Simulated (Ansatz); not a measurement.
# B₃Ru: rattling a relaxed structure

It was reached by relaxing an invented guess, and it needn't be the stable form of this composition.

Method: DFT PBE, scalar-relativistic, plane waves, PAW in Ansatz. Cutoff 420 eV; k points 18×18×10 on the computed 4-atom cell (Γ-centred); Gaussian smearing, width 0.10 eV; no spin polarisation.

The cell below (4 atoms, space group P-6m2 (No. 187)) is relaxed within its symmetry.

```
B Ru
1.0
     2.89370    0.00000    0.00000
    -1.44685    2.50601    0.00000
     0.00000    0.00000    4.57174
B Ru
3 1
Direct
  0.66667 0.33333 0.50000
  0.33333 0.66667 0.32329
  0.33333 0.66667 0.67671
  0.66667 0.33333 0.00000
```

For the test a repeat of it with 8 atoms (edges 2.89, 4.57, 5.01 Å) was strained at random (σ = 1.5 % a component), the atoms were moved at random (σ = 0.05 Å), and all was relaxed again on a coarse 8×6×4 mesh (in the run’s order of axes) with 0.20 eV smearing, with no symmetry imposed.

Task: Is the structure stable against such a distortion?

Result: It returns, within 1 meV/atom of the unmoved cell on that mesh and with the same symmetry when read at 0.1 Å. So it is stable against the distortions that fit this cell and that this random move excites. Modes that don't fit the cell aren't tested.
